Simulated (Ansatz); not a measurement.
# Ansatz 0.2.0, relaxation: Al$_{2}$Pt

Input:

```yaml
crystal:
  lattice:
    - [0.0, 2.9873, 2.9873]
    - [2.9873, 0.0, 2.9873]
    - [2.9873, 2.9873, 0.0]
  atoms:
    - { symbol: Pt, position: [0.0, 0.0, 0.0] }
    - { symbol: Al, position: [0.25, 0.25, 0.25] }
    - { symbol: Al, position: [0.75, 0.75, 0.75] }
  symmetry: { tolerance: 0.0003 }
kpoints:
  mp_grid: { grid: [10, 10, 10], shift: [0, 0, 0] }
magnetization:
  spin_polarized: false
scf:
  occupations: { method: fermi_dirac }
  lower_state_search: "off"
hamiltonian:
  pseudopotentials: { kind: paw }
  xc: pbe
basis:
  ecutwfc: 420
  fft_grid_basis: typed
relax:
  max_steps: 60
  cell: { p_target: 0.0 }
  f_tol: 0.03
output:
  forces: true
  stress: true
  eigenvalues: true
  bader: true
  populations: true
  elf: true
  write_potential: true
  volumetric_format: npy
  dos:
    e_range: [-12, 8]
    de: 0.05
    projected: { site_lists: { Al: [Al], Pt: [Pt] } }
checkpoint:
  read: saved_state
```

The command:

```bash
ansatz run input.yaml --threads 2 --pin off --max-ram 3584MiB --backend cpu --events-out ev --progress --plain --runs-dir out
```

Origin of the cell: a database entry, scaled a little.

The smearing width isn't typed, so it takes its default of 0.1 eV.

The saved state is a converged single point of the same cell.

Excerpt of the output:

```
Pseudopotentials: kind: paw
Pseudopotential: Pt, paw, valence charge 18, recommended cutoff 420 eV (normal), Pt.paw.azcp
Pseudopotential: Al, paw, valence charge 3, recommended cutoff 420 eV (normal), Al.paw.azcp
Functional definition: PBE
  exchange = pbe_x(kappa = kappa, mu = beta*pi^2/3)
  correlation = pbe_c(beta = beta)
Crystal: 3 atoms, lattice volume = 53.317 Å³
Basis set: ecut = 420 eV, 1037 PW (Γ), exchange–correlation on 60×60×60 points (8 copies of the dense FFT grid, shifted against one another)
Bands: 16, of which v1, the nominal top of the filled ones, is band 12 counted from 1 (11 counted from 0)
Symmetry: 48 space group operations
Space group: Fm-3m (ITA 225), of the structure as read, at distance tolerance 1.1e-3 Å
[… 6 lines left out …]
Initial density: read from a saved state, or passed on in memory by an earlier SCF of this step, an earlier step, the calling program or the single point that the run made first
Functional: x = pbe(κ = 0.804, μ = 0.219515), c = pbe(β = 0.066725)
SCF iter   1: F=—  HF=-13600.689977 eV  Δρ=1.22e-3  dr2=7.83e-4
SCF iter   2: F=—  HF=-13600.690004 eV  Δρ=4.72e-4  dr2=1.51e-4
SCF iter   3: F=—  HF=-13600.690055 eV  Δρ=3.00e-4  dr2=8.41e-5
SCF iter   4: F=—  HF=-13600.690033 eV  Δρ=9.26e-5  dr2=8.29e-6
SCF iter   5: F=—  HF=-13600.690037 eV  Δρ=1.61e-5  dr2=2.39e-7
SCF iter   6: F=-13600.690037 eV  HF=-13600.690037 eV  Δρ=3.87e-6  dr2=7.75e-9
relax step   1: F+E_penalty+E_count = -13600.690037 eV  Δ(F+E_penalty+E_count) = +0.000e0 eV  max|allowed force component| = 1.388e-17 eV/Å  Δτ_max = 0.0000 Å  P = -1.769 GPa  Ω = 53.317 Å³ […]
relax step   2: F+E_penalty+E_count = -13600.693961 eV  Δ(F+E_penalty+E_count) = -3.924e-3 eV  max|allowed force component| = 8.327e-17 eV/Å  Δτ_max = 0.0000 Å  P = +0.696 GPa  Ω = 52.292 Å³ […]
relax step   3: F+E_penalty+E_count = -13600.694464 eV  Δ(F+E_penalty+E_count) = -5.035e-4 eV  max|allowed force component| = 6.862e-17 eV/Å  Δτ_max = 0.0000 Å  P = -0.018 GPa  Ω = 52.577 Å³ […]
relax step   4: F+E_penalty+E_count = -13600.694229 eV  Δ(F+E_penalty+E_count) = +2.357e-4 eV  max|allowed force component| = 5.320e-17 eV/Å  Δτ_max = 0.0000 Å  P = -0.020 GPa  Ω = 52.577 Å³  stress off target by 1.96e-2 GPa […]
SCF 4 converged in 6 iterations: F = -13600.694229 eV  dr2 = 9.82e-12
basis re-selected at this cell: Δ(F+E_penalty+E_count) = +2.357e-4 eV, ΔP = -0.002 GPa vs the last step (what re-selecting the basis moved, of the pressure what is left beyond the Pulay corre […]
SCF converged after 6 iterations
Free energy (F): -13600.694229 eV
Harris-Foulkes:  -13600.694229 eV  (|F-HF|=9.09e-12)
Internal energy: -13600.657052 eV  (E = F + TS)
E sigma→0 (E₀):  -13600.675640 eV
Entropy (-TS):   -0.037176 eV (-12.392 meV/atom)
Fermi energy:    11.110067 eV
--- Per-component energies (eV) ---
  E_band       = -316.361168
  E_kinetic    = 685.945567
  E_local      = -2721.063779  (includes V_loc(G=0)·N_el)
  E_nonlocal   = 217.398206
  E_hartree    = 1080.598419
  E_xc         = -343.048114
  E_vxc        = -363.145084  (∫ρ·V_xc dr)
  E_paw        = -10388.622635  (= ΣΔE_a)
  E_vpaw       = -296.692922  (= ΣTr[D̂ρ^β])
  E_aug_tail   = 0.000197  (compensation charges beyond the density's cutoff)
  E_ewald      = -2131.864914
  E_smearing   = -0.037176  (= −TS)
  Σ components = -13600.694229   (vs F -13600.694229, Δ=0.00e0)
--- Forces (eV/Å), atoms counted from 1 ---
  atom   1  Pt    -0.000000     0.000000    -0.000000
  atom   2  Al    -0.000000    -0.000000    -0.000000
  atom   3  Al     0.000000     0.000000     0.000000
  max |Σ_I F_I| component: 0.0 eV/Å
--- Stress (GPa, compression-positive) ---
       -0.019554      -0.000000       0.000000
        0.000000      -0.019554      -0.000000
        0.000000       0.000000      -0.019554
  P = ⅓ Tr σ = -0.0196 GPa (-0.196 kbar)
--- Relaxed structure (3 steps of the walk, 3 accepted, 1 SCFs on fresh bases) ---
  F+E_penalty+E_count = -13600.694229 eV   max|allowed force component| = 5.320e-17 eV/Å   (the final SCF, on the basis selected at the relaxed cell)
  cell:  # Å, volume = 52.5773 Å³
    - [0.0, 2.973418, 2.973418]
    - [2.973418, 0.0, 2.973418]
    - [2.973418, 2.973418, 0.0]
  atoms:
    - { symbol: Pt, position: [0.0, 0.0, 0.0] }
    - { symbol: Al, position: [0.25, 0.25, 0.25] }
    - { symbol: Al, position: [0.75, 0.75, 0.75] }
--- Löwdin populations: 3 sites ---
  site symbol       q [e]
     0     Pt     17.8126
     1     Al      3.0105
     2     Al      3.0105
  spilling = 0.006936 (of n_electrons = 24.000000)
--- Bader charges: 3 sites ---
  site symbol  charge [e]  shift [e]
     0     Pt     -3.6694     0.0018
     1     Al      1.8347     0.0009
     2     Al      1.8347     0.0009
  estimated error of the sums over rays = 2.9e-4 e
```

Before:

Space group Fm-3m (No. 225); the run's cell has a = 4.225 Å, b = 4.225 Å, c = 4.225 Å, α = 60.00°, β = 60.00°, γ = 60.00°. Shortest distances: Al–Pt 2.59 Å, Al–Al 2.99 Å.

After:

Space group Fm-3m (No. 225); the run's cell has a = 4.205 Å, b = 4.205 Å, c = 4.205 Å, α = 60.00°, β = 60.00°, γ = 60.00°. Shortest distances: Al–Pt 2.58 Å, Al–Al 2.97 Å.

* Free energy lowered by: 1.4 meV/atom
* Volume change: -1.39 %
* Final pressure: -0.02 GPa
* Relaxation steps listed: 4
* Formation energy (elements under the same functional, gases as molecules, uncorrected): -0.883 eV/atom

Caveats: no moments, though an odd count or open d shells may carry them; no spin-orbit coupling, though heavy elements are present; the relaxation held the start's symmetry, so the end may be a saddle point.

The run took 16 s on 2 threads of Arm Neoverse V1, with other jobs on the host, peak memory 0.36 GiB, from a saved density.
